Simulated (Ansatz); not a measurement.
BP:
```
BP
1.0
    0.00000     2.15906     2.15906
    2.15906     0.00000     2.15906
    2.15906     2.15906     0.00000
P B
1 1
Direct
  0.00000   0.00000   0.00000
  0.50000   0.50000   0.50000
```

Relaxed with r²SCAN. Special points in fractions of this cell's reciprocal vectors: Γ (0.000, 0.000, 0.000); X (0.500, 0.000, 0.500); U (0.625, 0.250, 0.625); K (0.375, 0.375, 0.750); L (0.500, 0.500, 0.500); W (0.500, 0.250, 0.750).

Q: List the band energies nearest the Fermi level at these points for plane-wave PAW r²SCAN (Ansatz code).

A: In eV from the Fermi level; about four levels below and three above (degenerate sets whole), none deeper than 8.9 eV; points with the same levels are listed once.

| k | below | above |
|---|---|---|
| Γ | – | 0.03 0.03 0.03 |
| X | -4.50 -4.50 -3.00 | 2.98 12.98 12.98 |
| U | -8.74 -8.54 -3.54 -0.33 | 7.51 8.21 11.86 |
| L | – | 0.73 0.73 1.21 1.21 |
| W | -7.98 -7.69 -7.69 | 3.89 4.89 9.96 9.96 |

Space group Fm-3m (rock salt). The start of the workflow was typed in or built on a structure type; neither database checked (COD, Materials Project) lists it. It is not the phase usual at ambient conditions (space group No. 216). The r²SCAN relaxation kept the symmetry of its start; its stability against distortions is not shown here. Its formation energy is positive at this level, so the cell may be metastable or incomplete.

Potentials: the later of the program's two PAW sets.
